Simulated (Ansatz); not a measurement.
**ZrSiF single point**

Input file of Ansatz 0.2.0:

```yaml
crystal:
  lattice:
    - [3.218751, 0.0, 0.0]
    - [0.0, 3.218751, 0.0]
    - [0.0, 0.0, 8.281396]
  atoms:
    - { symbol: Si, position: [0.0, 0.0, 0.0] }
    - { symbol: Si, position: [0.5, 0.5, 0.0] }
    - { symbol: Zr, position: [0.0, 0.5, 0.225] }
    - { symbol: Zr, position: [0.5, 0.0, 0.775] }
    - { symbol: F, position: [0.0, 0.5, 0.636] }
    - { symbol: F, position: [0.5, 0.0, 0.364] }
  symmetry: { tolerance: 0.0003 }
kpoints:
  mp_grid: { grid: [10, 10, 4], shift: [0, 0, 0] }
  band_path:
    path:
      - [0.0, 0.0, 0.0]
      - [0.0, 0.5, 0.0]
      - [0.5, 0.5, 0.0]
      - [0.0, 0.0, 0.0]
      - [0.0, 0.0, 0.5]
      - [0.0, 0.5, 0.5]
      - [0.5, 0.5, 0.5]
      - [0.0, 0.0, 0.5]
      - [0.0, 0.5, 0.0]
      - [0.0, 0.5, 0.5]
      - [0.5, 0.5, 0.0]
    npoints: 6
magnetization:
  spin_polarized: false
scf:
  occupations: { method: fermi_dirac, width: 0.0152 }
  lower_state_search: "off"
  max_iter: 200
hamiltonian:
  pseudopotentials: { kind: paw }
  xc: pbe
basis:
  ecutwfc: 420
  fft_grid_basis: typed
output:
  forces: true
  stress: true
  eigenvalues: true
  bader: true
  populations: true
  elf: true
  write_potential: true
  volumetric_format: npy
  dos:
    e_range: [-12, 8]
    de: 0.05
    projected: { site_lists: { F: [F], Si: [Si], Zr: [Zr] } }
checkpoint:
  read: saved_state
```

The saved state is an earlier solution for the same cell, perhaps on another mesh. 

Excerpt of what it printed:

```
Pseudopotentials: kind: paw
Pseudopotential: Si, paw, valence charge 4, recommended cutoff 420 eV (normal), Si.paw.azcp
Pseudopotential: Zr, paw, valence charge 12, recommended cutoff 420 eV (normal), Zr.paw.azcp
Pseudopotential: F, paw, valence charge 7, recommended cutoff 420 eV (normal), F.paw.azcp
Functional definition: PBE
  exchange = pbe_x(kappa = kappa, mu = beta*pi^2/3)
  correlation = pbe_c(beta = beta)
Crystal: 6 atoms, lattice volume = 85.798 Å³
Basis set: ecut = 420 eV, 1683 PW (Γ), exchange–correlation on 48×48×120 points (8 copies of the dense FFT grid, shifted against one another)
Bands: 29, of which v1, the nominal top of the filled ones, is band 23 counted from 1 (22 counted from 0)
Symmetry: 16 space group operations
Space group: P4/nmm (ITA 129), of the structure as read, at distance tolerance 1.3e-3 Å
k-points: 63 of 400
Initial density: read from a saved state, or passed on in memory by an earlier SCF of this step, an earlier step, the calling program or the single point that the run made first
Functional: x = pbe(κ = 0.804, μ = 0.2195), c = pbe(β = 0.0667)
SCF iter   1: F=—  Δρ=2.97e-3  dr2=1.23e-2
SCF iter   2: F=—  Δρ=1.16e-3  dr2=7.39e-4
SCF iter   3: F=—  Δρ=6.04e-4  dr2=4.06e-4
SCF iter   4: F=—  Δρ=1.69e-4  dr2=2.47e-5
SCF iter   5: F=—  Δρ=3.33e-5  dr2=1.62e-6
SCF iter   6: F=-11256.8786 eV  Δρ=9.11e-6  dr2=3.79e-8
Free energy (F): -11256.8786 eV
Harris-Foulkes:  -11256.8786 eV  (|F-HF|=2.80e-8)
Internal energy: -11256.8756 eV  (E = F + TS)
E sigma→0 (E₀):  -11256.8771 eV
Entropy (-TS):   -0.0030 eV (-0.495 meV/atom)
Fermi energy:    12.6568 eV
--- Per-component energies (eV) ---
  E_band       = -182.7255
  E_kinetic    = 1190.2274
  E_local      = -2538.5318  (includes V_loc(G=0)·N_el)
  E_nonlocal   = 365.4313
  E_hartree    = 897.6640
  E_xc         = -605.6371
  E_vxc        = -696.1422  (∫ρ·V_xc dr)
  E_paw        = -7336.2827  (= ΣΔE_a)
  E_vpaw       = -299.0407  (= ΣTr[D̂ρ^β])
  E_aug_tail   = 0.0042  (compensation charges beyond the density's cutoff)
  E_ewald      = -3229.7508
  E_smearing   = -0.0030  (= −TS)
--- Forces (eV/Å), atoms counted from 1 ---
  atom   1  Si     0.0000     0.0000     0.0000
  atom   2  Si     0.0000     0.0000     0.0000
  atom   3  Zr     0.0000     0.0000     7.0434
  atom   4  Zr     0.0000     0.0000    -7.0434
  atom   5  F      0.0000     0.0000     0.1680
  atom   6  F      0.0000     0.0000    -0.1680
--- Stress (GPa, compression-positive) ---
       23.6576       0.0000       0.0000
        0.0000      23.6576       0.0000
        0.0000       0.0000      44.1664
  P = ⅓ Tr σ = 30.4939 GPa (304.939 kbar)
--- Löwdin populations: 6 sites ---
  site symbol       q [e]
     0     Si      3.8882
     1     Si      3.8882
     2     Zr     11.4349
     3     Zr     11.4349
     4      F      7.5086
     5      F      7.5086
  spilling = 0.0073 (of n_electrons = 46.0000)
--- Bader charges: 6 sites ---
  site symbol  charge [e]  shift [e]
     0     Si     -0.5985     0.0021
     1     Si     -0.5985     0.0021
     2     Zr      1.4175     0.0022
     3     Zr      1.4175     0.0022
     4      F     -0.8191     0.0001
     5      F     -0.8190     0.0001
```

Origin: a known structure type with other elements, at an estimated volume, so it need not be a known compound. Caveats: many states at the Fermi level without spin polarisation, so a magnetic state may lie lower; atoms or cell far from equilibrium.
